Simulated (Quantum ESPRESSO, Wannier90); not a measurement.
**Wannierisation of BaS (rock salt)**

```xyz
2
Lattice="0.0000 3.2257 3.2257 3.2257 0.0000 3.2257 3.2257 3.2257 0.0000" Properties=species:S:1:pos:R:3 pbc="T T T"
Ba     0.0000     0.0000     0.0000
S      3.2257     3.2257     3.2257
```

Cell from Materials Project (mp-1500), symmetrised, no further relaxation. COD (Crystallography Open Database) has an entry of this formula and space group (matched by these alone). Level: PBEsol, no spin polarisation, no spin-orbit coupling; pw.x of Quantum ESPRESSO at 46 Ry with PseudoDojo potentials, 8×8×8 k-points, Wannier90. Density: 8×8×8 mesh, cold smearing 0.01 Ry. Spin-orbit coupling is left out although heavy elements are present.

Functional, cutoff and mesh named above are those of the base row (PBEsol); the first column says what each row takes instead. Model: 10 functions from bands 5-22, start hydrogen-like Ba: s;d; S: s;p, disentangled but not localised (num_iter = 0), frozen window tied to the conduction edge or Fermi level of each row, as listed, which moves Ω_I and hoppings a little by itself. Energies are relative to the valence-band maximum; the misfit is to pw.x on a path, for states up to 3.1 eV relative to the valence-band maximum. The functional changes, each with its own PseudoDojo files and their cutoffs, on the same cell. The disentangled Ω_I can sit in another minimum from row to row.

```json
[
 {"functional": "LDA", "frozen to (eV)": "3.56", "Ω_I (Å²)": "30.80", "rms misfit (meV)": "5.6", "gap (eV)": "2.05", "bottom of band 5 (eV)": "-10.23", "on-site Ba1 dz2 minus Ba1 s (eV)": "-0.22", "hopping modulus S2 pz – Ba1 dz2, R = 0 0 1 (eV)": "1.388", "hopping modulus S2 px – Ba1 s, R = 1 0 0 (eV)": "0.982", "hopping modulus S2 s – Ba1 dz2, R = 0 0 1 (eV)": "0.785", "hopping modulus Ba1 dxy – Ba1 dxy, R = 0 0 1 (eV)": "0.594"},
 {"functional": "PBE", "frozen to (eV)": "3.75", "Ω_I (Å²)": "30.65", "rms misfit (meV)": "5.6", "gap (eV)": "2.25", "bottom of band 5 (eV)": "-10.25", "on-site Ba1 dz2 minus Ba1 s (eV)": "-0.42", "hopping modulus S2 pz – Ba1 dz2, R = 0 0 1 (eV)": "1.381", "hopping modulus S2 px – Ba1 s, R = 1 0 0 (eV)": "0.970", "hopping modulus S2 s – Ba1 dz2, R = 0 0 1 (eV)": "0.784", "hopping modulus Ba1 dxy – Ba1 dxy, R = 0 0 1 (eV)": "0.581"},
 {"functional": "PBEsol", "frozen to (eV)": "3.63", "Ω_I (Å²)": "30.94", "rms misfit (meV)": "5.6", "gap (eV)": "2.13", "bottom of band 5 (eV)": "-10.24", "on-site Ba1 dz2 minus Ba1 s (eV)": "-0.29", "hopping modulus S2 pz – Ba1 dz2, R = 0 0 1 (eV)": "1.390", "hopping modulus S2 px – Ba1 s, R = 1 0 0 (eV)": "0.979", "hopping modulus S2 s – Ba1 dz2, R = 0 0 1 (eV)": "0.786", "hopping modulus Ba1 dxy – Ba1 dxy, R = 0 0 1 (eV)": "0.593"}
]
```
